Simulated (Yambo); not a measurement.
G0W0@LDA for BaTiO3 (space group P4mm, No. 99) in Yambo. Reference settings: 4×4×4 Γ-centred k mesh, bands 2 to 127 and a 8 Ry block in the screening, 127 bands in G with the Bruneval-Gonze terminator, plasmon pole fitted at 27.2 eV. The LDA gap A → Γ on this mesh is 1.77 eV; G0W0 gaps are taken between the same points.

Gap (A → Γ) in eV against the number of bands and the screening block, terminator on:

```
bands (W and G)   2 Ry   3 Ry   5 Ry   6 Ry   8 Ry
---------------  -----  -----  -----  -----  -----
36               4.338  3.995  3.603  3.546  3.503
52               4.144  3.806  3.458  3.411  3.401
73               4.100  3.764  3.428  3.387  3.397
100              4.076  3.740  3.404  3.367  3.387
127              4.071  3.733  3.397  3.362  3.391
```

Rough cost of the Yambo step against the reference (shared machines):

| bands (W and G) | 2 Ry | 3 Ry | 5 Ry | 6 Ry | 8 Ry |
|---|---|---|---|---|---|
| 36 | 1/8 | 1/8 | 1/8 | 1/7 | 1/5 |
| 52 | 1/5 | 1/4 | 1/4 | 1/4 | 1/3 |
| 73 | 1/3 | 1/3 | 1/3 | 1/2 | ~1 |
| 100 | 1/2 | ~1 | ~1 | ~1 | ~1 |
| 127 | ~1 | ~1 | ~1 | ~1 | 1 |

At the largest block the last step in bands moves the gap by 0.004 eV; at the most bands the last step in the block moves it by 0.029 eV.

Geometry of the Materials Project entry, not relaxed at this level; primitive cell a = 3.9904 Å, b = 3.9904 Å, c = 4.1027 Å, α = 90.00°, β = 90.00°, γ = 90.00°.
